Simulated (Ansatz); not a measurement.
LiTlS₂, ordered on the zincblende lattice (P-4m2) with 4 atoms a cell (r2SCAN geometry), in Ansatz:

```
Li S Tl
1.0
     4.06677    0.00000    0.00000
     0.00000    4.06677    0.00000
     0.00000    0.00000    5.71878
Li S Tl
1 2 1
Direct
  0.00000 0.00000 0.00000
  0.00000 0.50000 0.23090
  0.50000 0.00000 0.76910
  0.50000 0.50000 0.50000
```

G0W0@PBE with 355 empty bands, a screening cutoff of 140 eV and a 4×4×2 mesh (PAW, contour deformation) gives 1.619 eV over the mesh points, from a PBE gap of 0.921 eV; it sums over 369 bands with 359 plane waves in the screening and a wave cutoff of 420 eV. No extrapolation in bands, cutoff or mesh was made for G0W0. These are computed values for a spin-unpolarised cell that may be hypothetical; none is a measurement.

Q: Another run gave a Kohn-Sham gap of 0.914 eV and a G0W0 gap of 1.658 eV, summing over 369 bands with 359 plane waves in the screening and a wave cutoff of 1034 eV. What was changed?

A: Potentials of the kind norm-conserving, with them a wave cutoff of 1034 eV. The wave cutoff gives it away.

Q: Another run gave a Kohn-Sham gap of 0.921 eV and a G0W0 gap of 1.622 eV, summing over 167 bands with 145 plane waves in the screening and a wave cutoff of 420 eV. What was changed?

A: Empty bands 153, screening cutoff 80 eV. The counts of bands and plane waves show that both rose or fell; the cutoff follows only within a few eV.

Q: Another run gave a Kohn-Sham gap of 1.198 eV and a G0W0 gap of 1.888 eV, summing over 369 bands with 359 plane waves in the screening and a wave cutoff of 500 eV. What was changed?

A: Starting point r2SCAN, with them a wave cutoff of 500 eV. The Kohn-Sham gap has moved while bands and screening basis stay; the higher wave cutoff is that of a meta-GGA.

Q: Estimate the gap with starting point HSE06.

A: 2.195 eV (+0.576 eV), from a Kohn-Sham gap of 1.790 eV.

Spin-orbit coupling is left out; in compounds of Pb, Bi, Tl or Hg it can lower a gap by up to about 1 eV, split its edges or invert the bands.

With a shallow d shell on the cation, G0W0 converges slowly in bands and cutoff, so these values are in doubt.
